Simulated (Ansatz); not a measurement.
Task: Name crystals whose computed values (LDA (plane waves, PAW; program Ansatz)) fall in these windows: highest Γ mode, no LO–TO term (cm⁻¹) 170 to 210; G_Hill (GPa) 47 to 62.

Result: 

```json
[
 {"crystal": "GaIr, CsCl type", "highest Γ mode, no LO–TO term (cm⁻¹)": "181", "G_Hill (GPa)": "53.3"},
 {"crystal": "YAs, rock salt", "highest Γ mode, no LO–TO term (cm⁻¹)": "195", "G_Hill (GPa)": "57.2"},
 {"crystal": "TiRh, L1₀ or tetragonal B2", "highest Γ mode, no LO–TO term (cm⁻¹)": "202", "G_Hill (GPa)": "58.9"},
 {"crystal": "TiHg, L1₀ or tetragonal B2", "highest Γ mode, no LO–TO term (cm⁻¹)": "206", "G_Hill (GPa)": "52.1"}
]
```
Others may fit too.

Standing as an ambient phase not checked: GaIr, CsCl type; YAs, rock salt; TiRh, L1₀ or tetragonal B2; TiHg, L1₀ or tetragonal B2. All cells were relaxed under the symmetry of their starts (and spin orders); stability against distortions was not tested throughout. Rows with no word on spin ran without spin polarisation. Spin–orbit coupling is left out wherever it is not named.

Potentials: the later of the program's two PAW sets.
